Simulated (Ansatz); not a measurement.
Zn9Ga3Mo2:
```yaml
crystal:
  lattice:
    - [5.42236, 0.00000, 0.00000]
    - [-2.71118, 4.69590, 0.00000]
    - [0.00000, 0.00000, 8.68123]
  atoms:
    - { symbol: Zn, position: [0.00000, 0.50000, 0.00000] }
    - { symbol: Zn, position: [0.50000, 0.50000, 0.00000] }
    - { symbol: Zn, position: [0.50000, 0.00000, 0.00000] }
    - { symbol: Zn, position: [0.31945, 0.15972, 0.24110] }
    - { symbol: Zn, position: [0.68055, 0.84028, 0.75890] }
    - { symbol: Zn, position: [0.84028, 0.15972, 0.24110] }
    - { symbol: Zn, position: [0.15972, 0.84028, 0.75890] }
    - { symbol: Zn, position: [0.84028, 0.68055, 0.24110] }
    - { symbol: Zn, position: [0.15972, 0.31945, 0.75890] }
    - { symbol: Ga, position: [0.00000, 0.50000, 0.50000] }
    - { symbol: Ga, position: [0.50000, 0.50000, 0.50000] }
    - { symbol: Ga, position: [0.50000, 0.00000, 0.50000] }
    - { symbol: Mo, position: [0.66667, 0.33333, 0.73931] }
    - { symbol: Mo, position: [0.33333, 0.66667, 0.26069] }
```

Relaxed with r²SCAN. Special points in fractions of this cell's reciprocal vectors: Γ (0.000, 0.000, 0.000); M (0.500, 0.000, 0.000); K (0.333, 0.333, 0.000); A (0.000, 0.000, 0.500); L (0.500, 0.000, 0.500); H (0.333, 0.333, 0.500).

Problem. List the band energies nearest the Fermi level at these points for r²SCAN (plane waves, PAW; program Ansatz).

Solution. In eV from the Fermi level; about four levels below and three above (degenerate sets whole), none deeper than 8.9 eV; points with the same levels are listed once.

```json
[
 {"k": "Γ", "below": "-1.46 -1.34 -0.26 -0.26", "above": "1.75 1.75 2.01"},
 {"k": "M", "below": "-1.73 -1.68 -1.44 -1.23", "above": "0.69 1.31 1.45"},
 {"k": "K", "below": "-1.64 -1.64 -1.56 -1.56", "above": "0.23 0.23 0.49"},
 {"k": "A", "below": "-1.85 -1.85 -1.58 -1.58", "above": "0.56 0.73 0.76 0.76"},
 {"k": "L", "below": "-1.65 -1.49 -0.11 -0.05", "above": "0.98 1.24 1.24"},
 {"k": "H", "below": "-1.96 -1.95 -1.48 -1.48", "above": "0.55 0.55 0.70"}
]
```

Space group P-3m1. The first step of the workflow began from a Materials Project structure, measured or hypothetical; the Crystallography Open Database copy checked does not list it. Its standing as an ambient phase is unchecked. The cell was relaxed with r²SCAN under the symmetry of its start; whether a distortion lowers the energy is not shown. No spin polarisation was allowed. Spin–orbit coupling is left out wherever it is not named.

Potentials: the later of the program's two PAW sets.
